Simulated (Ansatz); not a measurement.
# Nb₂AlC (P6_3/mmc): electronic heat capacity and spin susceptibility from the density of states

Method: DFT r2SCAN, scalar-relativistic, plane waves, PAW (Ansatz 0.2.0).

Plane waves to 500 eV, a k mesh through Γ of 12×12×4 on the computed 8-atom cell and Gaussian smearing (0.10 eV); no spin polarisation.

Relaxed cell: P6_3/mmc, a = 3.104 Å, b = 3.104 Å, c = 13.957 Å, α = 90.00°, β = 90.00°, γ = 120.00°, 8 atoms in the primitive cell. Whether it is the stable form of this composition wasn't checked.

The density of states at the Fermi level is 3.667 states/eV in the cell of 8 atoms (2 formula units; both spins, tetrahedra on a 18×18×6 mesh).

Task: What Sommerfeld coefficient and Pauli susceptibility does this give?

Result: Per formula unit N(E_F) = 1.833 states/eV. γ = (π²/3) k_B² N(E_F) N_A = 2.357 mJ/(mol K²) per state/eV, so γ = 4.3 mJ/(mol K²), a mole of formula units. χ_P = μ_B² N(E_F) N_A = 3.23×10⁻⁵ emu/mol per state/eV gives 5.9×10⁻⁵ emu/mol. This is the bare band result: a measured γ of the same phase is as a rule larger by a factor 1 + λ from phonons and spin fluctuations, the spin part of χ is larger by the Stoner factor, and a measured χ also holds orbital and core terms. N(E_F) at one energy is sensitive to the mesh where the density of states has sharp peaks.

Cost: 1 run of about 4.1 core-minutes, on Oxide Virtual Turin-like Processor (Zen 5) (shared hosts).